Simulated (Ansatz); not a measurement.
## Ti₃O₅ (C2/c): electronic heat capacity and spin susceptibility from the density of states

Method: DFT PBEsol, scalar-relativistic, plane waves, PAW in Ansatz.

Cutoff 420 eV; k points 8×8×6 on the computed 16-atom cell (Γ-centred); Gaussian smearing, width 0.10 eV; no spin polarisation.

Relaxed cell: C2/c, a = 10.056 Å, b = 4.999 Å, c = 7.174 Å, α = 90.00°, β = 112.20°, γ = 90.00°, 16 atoms in the primitive cell. Whether it is the stable form of this composition wasn't checked.

The density of states at the Fermi level is 5.723 states/eV in the cell of 16 atoms (2 formula units; both spins, tetrahedra on a 12×12×9 mesh). Averaged over bins of 0.1 eV the density runs from 6.7 to 18.6 states/eV within 0.2 eV of the Fermi level, so the figure hangs on the exact place of that level.

What Sommerfeld coefficient and Pauli susceptibility does this give?

Per formula unit N(E_F) = 2.861 states/eV. γ = (π²/3) k_B² N(E_F) N_A = 2.357 mJ/(mol K²) per state/eV, so γ = 6.7 mJ/(mol K²), a mole of formula units. χ_P = μ_B² N(E_F) N_A = 3.23×10⁻⁵ emu/mol per state/eV gives 9.3×10⁻⁵ emu/mol. This is the bare band result: a measured γ of the same phase is as a rule larger by a factor 1 + λ from phonons and spin fluctuations, the spin part of χ is larger by the Stoner factor, and a measured χ also holds orbital and core terms. N(E_F) at one energy is sensitive to the mesh where the density of states has sharp peaks.

A ferromagnetic start lost its moments in a first run, so spin was left out; other magnetic orders weren't tried.

Cost: 1 run of about 2.9 core-minutes, on AMD EPYC 9R45 (Zen 5) (shared hosts).